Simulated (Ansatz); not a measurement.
# Run record: phonons of TiAl (P4/mmm)

Computed with LDA, PAW on Ansatz 0.2.0's default frozen-core files (fitted under PBE), scalar-relativistic; not a measurement.

Cell and atoms were relaxed beforehand by PAW with this functional.

Command line:

```sh
ansatz run input.yaml --threads 1 --pin off --max-ram 3072MiB --backend cpu --events-out ev --progress --plain --runs-dir out
```

Input file:

```yaml
crystal:
  lattice:
    - [2.76587633058, 0.0, 0.0]
    - [0.0, 2.76587633058, 0.0]
    - [0.0, 0.0, 4.00445255785]
  atoms:
    - { symbol: Ti, position: [0.0, 0.0, 0.0] }
    - { symbol: Al, position: [0.5, 0.5, 0.5] }
kpoints:
  mp_grid: { grid: [14, 14, 10] }
scf:
  occupations: { method: fermi_dirac, width: 0.1 }
hamiltonian:
  xc: lda
  pseudopotentials: { kind: paw }
phonons:
  qmesh: [2, 2, 2]
  qpath:
    path:
      - [0.0, 0.0, 0.0]
      - [0.0, 0.5, 0.0]
      - [0.5, 0.5, 0.0]
      - [0.0, 0.0, 0.0]
      - [0.0, 0.0, 0.5]
      - [0.0, 0.5, 0.5]
      - [0.5, 0.5, 0.5]
      - [0.0, 0.0, 0.5]
      - [0.0, 0.5, 0.0]
    npoints: 6
  temperatures: { t_min: 0, t_max: 1000, t_step: 100 }
```

Output (shortened where marked):

```
Warning: RAYON_NUM_THREADS=1 ignored (pool sized by the plan → 1); use --threads N
Engine: ansatz 0.2.0, x86_64-unknown-linux-gnu
Pseudopotentials: kind: paw
Pseudopotential: Ti, paw, valence charge 12, recommended cutoff 420 eV (normal), Ti.paw.azcp
Pseudopotential: Al, paw, valence charge 3, recommended cutoff 420 eV (normal), Al.paw.azcp
Functional definition: SPW92
  exchange = slater_x
  correlation = pw_c
Crystal: 8 atoms, lattice volume = 122.537 Å³
Basis set: ecut = 420 eV, 2417 PW (Γ)
Bands: 41, of which v1, the nominal top of the filled ones, is band 30 counted from 1 (29 counted from 0)
Symmetry: 32 space group operations
k-points: 96 of 490
Non-local potential: Ti, projectors of the file, l = 0: 3, l = 1: 2, l = 2: 3, l = 3: 1
Non-local potential: Al, projectors of the file, l = 0: 2, l = 1: 2, l = 2: 1
PAW form: soft (Blöchl's): semilocal exchange-correlation on the pseudo side does not see the compensation charge
PAW frozen core: Ti, regenerated for the run's functional, and the local potential with it (the file was generated under x = pbe(κ = 0.804, μ = 0.2195149727645171), c = pbe(β = 0.06672455060314922))
[... 118 lines left out ...]
  symmetry images taken by strict's conditions (phonons.symmetry_images: auto; settled by no image being taken that strict refuses)
  supercell 2 (4 cells, vectors [1, -1, 0], [0, 2, 0], [0, 0, 2] in multiples of the cell's): 2 displaced members by 0.0025 Å; free energy -11856.215412 eV; taken off its force constants: by the sum rule 4.4e-4, by the ...
  symmetry images taken by strict's conditions (phonons.symmetry_images: auto; settled by no image being taken that strict refuses)
  q = [0.0000, 0.0000, 0.0000] (star 1, supercell 1; hermiticity 0.00e0, symmetrization 1.74e-6): -0.00 -0.00 -0.00 273.03 273.03 316.40
  q = [0.0000, 0.0000, -0.5000] (star 1, supercell 1; hermiticity 8.61e-17, symmetrization 4.34e-6): 155.69 185.50 185.50 219.46 219.46 296.96
  q = [0.0000, -0.5000, 0.0000] (star 2, supercell 1; hermiticity 1.09e-16, symmetrization 3.64e-37): 153.44 221.52 223.88 269.66 301.15 318.16
  q = [0.0000, -0.5000, -0.5000] (star 2, supercell 1; hermiticity 1.32e-16, symmetrization 3.33e-37): 160.69 168.76 212.31 225.38 335.80 340.46
  q = [-0.5000, -0.5000, 0.0000] (star 1, supercell 2; hermiticity 1.44e-16, symmetrization 4.10e-16): 283.34 283.34 295.59 312.35 335.35 335.35
  q = [-0.5000, -0.5000, -0.5000] (star 1, supercell 2; hermiticity 1.85e-16, symmetrization 3.54e-16): 112.11 270.14 270.14 307.11 307.11 315.90
  joined force constants: q→R imaginary residual 1.60e-17
  density of states and harmonic sums: on the 22×22×16 q-mesh, interpolated from the force constants of a 2×2×2 supercell (no non-analytic term)
  largest difference from the sums on the solved wave vectors: F 5.69e-2 eV, S 8.92e-5 and C_V 3.23e-5 eV/K
```

Self-consistency was reached.

### Phonons on the q mesh

Harmonic phonons of a crystal by Kohn-Sham DFT at the given cell, standard atomic masses, acoustic sum rule imposed; negative wavenumbers are unstable modes; one row a degenerate set, branches counted upwards.

```json
{"Unstable phonons": "no"}
```

```tsv
point	q a (r.l.u.)	q b (r.l.u.)	q c (r.l.u.)	branch	phonon wavenumber (cm⁻¹)	degeneracy
Gamma	0	0	0	4	273	2
Gamma	0	0	0	6	316.4	1
X	0.5	0	0	1	153.4	1
X	0.5	0	0	2	221.5	1
X	0.5	0	0	3	223.9	1
X	0.5	0	0	4	269.7	1
X	0.5	0	0	5	301.2	1
X	0.5	0	0	6	318.2	1
M	0.5	0.5	0	1	283.3	2
M	0.5	0.5	0	3	295.6	1
M	0.5	0.5	0	4	312.4	1
M	0.5	0.5	0	5	335.4	2
Z	0	0	0.5	1	155.7	1
Z	0	0	0.5	2	185.5	2
Z	0	0	0.5	4	219.5	2
Z	0	0	0.5	6	297	1
R	0.5	0	0.5	1	160.7	1
R	0.5	0	0.5	2	168.8	1
R	0.5	0	0.5	3	212.3	1
R	0.5	0	0.5	4	225.4	1
R	0.5	0	0.5	5	335.8	1
R	0.5	0	0.5	6	340.5	1
A	0.5	0.5	0.5	1	112.1	1
A	0.5	0.5	0.5	2	270.1	2
A	0.5	0.5	0.5	4	307.1	2
A	0.5	0.5	0.5	6	315.9	1
```

**Harmonic thermodynamics**

Sums over wave vectors interpolated from the q mesh.

```json
{"Zero point energy": "45.49 meV/atom"}
```

| temperature (K) | phonon heat capacity (k_B/atom) | phonon entropy (k_B/atom) | phonon free energy (meV/atom) |
| --- | --- | --- | --- |
| 100 | 1.228 | 0.5586 | 44.16 |
| 200 | 2.313 | 1.814 | 33.85 |
| 300 | 2.662 | 2.83 | 13.65 |
| 400 | 2.803 | 3.618 | -14.27 |
| 500 | 2.871 | 4.251 | -48.26 |
| 600 | 2.91 | 4.778 | -87.23 |
| 700 | 2.933 | 5.229 | -130.4 |
| 800 | 2.949 | 5.622 | -177.2 |
| 900 | 2.959 | 5.97 | -227.2 |
| 1000 | 2.967 | 6.282 | -280 |

Zone-centre phonons:

Optical zone-centre levels upwards with Mulliken labels, activity, and the element with most of the kinetic energy.

| Item | Value |
| --- | --- |
| Point group | 4/mmm |

```tsv
number	phonon wavenumber (cm⁻¹)	label	infrared	raman	lead element
1	273	Eu	yes	no	Al
2	316.4	A2u	yes	no	Al
```

Keep in mind: frozen-core PAW files fitted under PBE, their cores solved anew for the functional of the run; responses of metals move with mesh and smearing; coarse q mesh; activity by symmetry alone, a metal screens infrared modes.

Time and hardware: 2.4 min on 1 thread of Intel(R) Xeon(R) 6975P-C (Granite Rapids), on a shared host, peak memory 0.98 GiB.
